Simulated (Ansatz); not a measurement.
Input:

SiSnPd$_{5}$:
```
CELL_PARAMETERS angstrom
      3.97454     0.00000     0.00000
      0.00000     3.97454     0.00000
      0.00000     0.00000     6.93383
ATOMIC_POSITIONS crystal
  Si 0.00000 0.00000 0.50000
  Sn 0.50000 0.50000 0.00000
  Pd 0.00000 0.00000 0.00000
  Pd 0.50000 0.00000 0.70432
  Pd 0.50000 0.00000 0.29568
  Pd 0.00000 0.50000 0.70432
  Pd 0.00000 0.50000 0.29568
```

This is the r²SCAN-relaxed structure.

Problem. All from r²SCAN (plane waves, PAW; program Ansatz), unless another level is named. Give the electronic character.

Solution. metallic (no gap).

Problem. Predict the density of states at the Fermi level.

Solution. 0.13 states/eV per atom (mean over ±0.08 eV).

Problem. Next, the formation energy from the elements (no fitted shifts)?

Solution. -0.62 eV/atom.

Space group P4/mmm. The workflow started from a Materials Project entry (that database holds measured and hypothetical structures alike); the Crystallography Open Database copy checked does not list it. Its standing as an ambient phase is unchecked. The cell was relaxed with r²SCAN under the symmetry of its start; its stability against distortions is not shown here. The run is not spin-polarised. The references are the lowest solids computed at this level, not always the standard phases. Spin–orbit coupling is left out wherever it is not named.

Potentials: the later of the program's two PAW sets.
